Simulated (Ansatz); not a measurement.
CsGeBr3:
```cif
data_Br3CsGe
_chemical_formula_sum 'Cs1 Ge1 Br3'
_space_group_name_H-M_alt 'P 1'
_space_group_IT_number 1
_cell_length_a 5.67449
_cell_length_b 5.67449
_cell_length_c 5.67449
_cell_angle_alpha 88.654
_cell_angle_beta 88.654
_cell_angle_gamma 88.654
loop_
_space_group_symop_operation_xyz
  'x, y, z'
loop_
_atom_site_label
_atom_site_type_symbol
_atom_site_fract_x
_atom_site_fract_y
_atom_site_fract_z
_atom_site_occupancy
Cs1 Cs 0.00147 0.00147 0.00147 1
Ge1 Ge 0.47674 0.47674 0.47674 1
Br1 Br 0.02926 0.50525 0.50525 1
Br2 Br 0.50525 0.02926 0.50525 1
Br3 Br 0.50525 0.50525 0.02926 1
```

Relaxed with r²SCAN.

Q: Which orbitals make up the states near the band edges in DFT-r²SCAN in the program Ansatz with PAW potentials?

A: Top 1 eV of the valence band: Br 4p 53 %, Ge 4s 28 %, Ge 4p 17 %. Bottom 1 eV of the conduction band: Ge 4p 69 %, Br 4p 16 %, Br 4s 8 %, outside the projected shells 5 %. Projections are on Löwdin-orthogonalised atomic valence shells; empty p or d shells of many metals are not among them.

Q: Tabulate the density of states.

A: States/eV per cell of 5 atoms, in 0.25 eV bins, energy from the valence-band maximum.

```tsv
E (eV)	total	Br 4p	Ge 4p	Cs 6s
-7.85	0.61	0.15	0.01	0.00
-7.60	0.16	0.04	0.00	0.00
-7.35	0.00	0.00	0.00	0.00
-7.10	0.00	0.00	0.00	0.00
-6.85	0.00	0.00	0.00	0.00
-6.60	0.00	0.00	0.00	0.00
-6.35	0.00	0.00	0.00	0.00
-6.10	0.00	0.00	0.00	0.00
-5.85	0.00	0.00	0.00	0.00
-5.60	0.00	0.00	0.00	0.00
-5.35	0.00	0.00	0.00	0.00
-5.10	0.29	0.20	0.08	0.00
-4.85	4.87	3.43	1.36	0.00
-4.60	3.26	2.34	0.83	0.00
-4.35	2.38	1.76	0.53	0.00
-4.10	2.44	1.84	0.46	0.02
-3.85	3.25	2.57	0.41	0.10
-3.60	6.83	5.74	0.53	0.25
-3.35	3.24	2.99	0.10	0.05
-3.10	7.41	7.09	0.12	0.04
-2.85	6.33	6.19	0.03	0.02
-2.60	11.94	11.58	0.14	0.02
-2.35	8.96	8.77	0.08	0.01
-2.10	4.17	3.92	0.10	0.01
-1.85	1.30	0.89	0.15	0.01
-1.60	1.72	1.09	0.22	0.01
-1.35	1.39	0.81	0.21	0.00
-1.10	1.15	0.64	0.18	0.00
-0.85	0.69	0.37	0.11	0.00
-0.60	0.26	0.13	0.05	0.00
-0.35	0.10	0.05	0.02	0.00
-0.10	0.01	0.01	0.00	0.00
0.15	0.00	0.00	0.00	0.00
0.40	0.00	0.00	0.00	0.00
0.65	0.00	0.00	0.00	0.00
0.90	0.00	0.00	0.00	0.00
1.15	0.00	0.00	0.00	0.00
1.40	0.00	0.00	0.00	0.00
1.65	0.14	0.02	0.10	0.00
1.90	0.68	0.09	0.48	0.00
2.15	1.67	0.25	1.16	0.01
2.40	2.55	0.43	1.75	0.02
2.65	2.10	0.38	1.41	0.01
2.90	1.35	0.27	0.89	0.01
3.15	1.29	0.27	0.83	0.01
3.40	1.38	0.31	0.87	0.01
3.65	1.79	0.41	1.07	0.06
3.90	2.07	0.41	1.00	0.33
4.15	1.35	0.29	0.69	0.15
4.40	2.31	0.35	0.74	0.42
4.65	3.99	0.71	1.52	0.38
4.90	4.56	0.68	1.39	0.60
5.15	5.09	0.45	0.77	1.12
5.40	5.77	0.20	0.23	1.18
5.65	7.74	0.16	0.24	0.41
5.90	5.53	0.12	0.20	0.22
6.15	5.07	0.12	0.17	0.19
6.40	6.59	0.08	0.07	0.21
```

Space group R3m. The workflow started from a Materials Project entry (that database holds measured and hypothetical structures alike); the Crystallography Open Database copy checked does not list it. Its standing as an ambient phase is unchecked. The cell was relaxed with r²SCAN under the symmetry of its start; whether a distortion lowers the energy is not shown. Scalar-relativistic: spin–orbit coupling is off unless named, which matters more the heavier the elements.

Potentials: the later of the program's two PAW sets.
